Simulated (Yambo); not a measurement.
```
CELL_PARAMETERS angstrom
      0.00000     4.71626     7.36278
      2.35958     0.00000     7.36278
      2.35958     4.71626     0.00000
ATOMIC_POSITIONS crystal
  O  0.62500 0.12500 0.62500
  O  0.12500 0.62500 0.62500
  O  0.62500 0.62500 0.12500
  O  0.62500 0.62500 0.62500
  O  0.18656 0.81344 0.18656
  O  0.81344 0.18656 0.81344
  O  0.06344 0.43656 0.06344
  O  0.43656 0.06344 0.43656
  Si 0.56323 0.56323 0.93677
  Si 0.93677 0.93677 0.56323
  Si 0.68677 0.68677 0.31323
  Si 0.31323 0.31323 0.68677
```

Response from Yambo on LDA (pw.x of Quantum ESPRESSO, ONCV potentials, no spin-orbit coupling) bands: 4×4×4 mesh, 128 bands, 3 Ry local-field block, 0.2 eV broadening.

Give the static electronic dielectric constant without and with local fields along each axis.


```json
[
 {"field along": "x", "ε(0), independent particles": "2.46", "ε(0), RPA with local fields": "2.34", "refractive index √ε": "1.53"},
 {"field along": "y", "ε(0), independent particles": "2.47", "ε(0), RPA with local fields": "2.27", "refractive index √ε": "1.51"},
 {"field along": "z", "ε(0), independent particles": "2.46", "ε(0), RPA with local fields": "2.33", "refractive index √ε": "1.53"}
]
```
Electronic (clamped-ion) response only. LDA gaps are usually too small, which raises these values. Convergence of the RPA response with its 4×4×4 mesh was not tested. x, y and z are Cartesian axes of the cell as given.

Geometry of the Materials Project entry, not relaxed at this level.

This is not the ordinary phase of the substance; no match was found in the copy of COD used, and its stability was not checked.
